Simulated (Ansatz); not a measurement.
## From the elastic tensor of Al3Cu to moduli and sound speeds

The calculation used DFT LDA, scalar-relativistic, plane waves, PAW (Ansatz 0.2.0). Cutoff 420 eV, 16×16×6 k-points (Γ-centred), Fermi-Dirac smearing of 0.15 eV. No spin polarisation.

Symmetry: P4/mmm, No. 123, tetragonal system. Conventional cell: a = 2.761 Å, b = 2.761 Å, c = 7.498 Å, α = 90.00°, β = 90.00°, γ = 90.00°. Al (site symmetry 4/mmm) has 12 Al at 2.76 to 2.87 Å as nearest neighbours. Al (site symmetry 4mm) is surrounded by 4 Cu at 2.56 Å and 8 Al at 2.76 to 2.87 Å. Cu (site symmetry 4/mmm) has 8 Al at 2.56 Å and 4 Cu at 2.76 Å as nearest neighbours.

In a metal, frequencies and elastic constants depend on the k mesh and the smearing, soft modes and shear constants most.

Relaxed-ion constants (GPa, on the Cartesian axes of the calculation):
```
148.6 101.2  61.0   0.0   0.0   0.0
101.2 148.6  61.0   0.0   0.0   0.0
 60.9  60.9 185.2   0.0   0.0   0.0
  0.0   0.0   0.0  45.1   0.0   0.0
  0.0   0.0   0.0   0.0  45.1   0.0
  0.0   0.0   0.0   0.0   0.0  45.8
```

Density 4.197 g/cm³; 4 atoms in 57.16 Å³.

The values that follow are for a polycrystal of randomly turned grains, by Hill's mean where one number stands.

| Property | Result |
| --- | --- |
| Bulk modulus, Voigt / Reuss / Hill | 103.2 / 103.2 / 103.2 GPa |
| Shear modulus, Voigt / Reuss / Hill | 44.5 / 40.2 / 42.4 GPa |
| Young's modulus | 112 GPa |
| Poisson ratio | 0.319 |
| Pugh ratio B/G | 2.44 (over 1.75, the rule of thumb for ductile) |
| Universal anisotropy index | 0.53 |
| Longitudinal and transverse sound speeds | 6167 and 3177 m/s |
| Debye temperature from the mean sound speed | 436 K |

Whether Al3Cu exists in this form wasn't checked.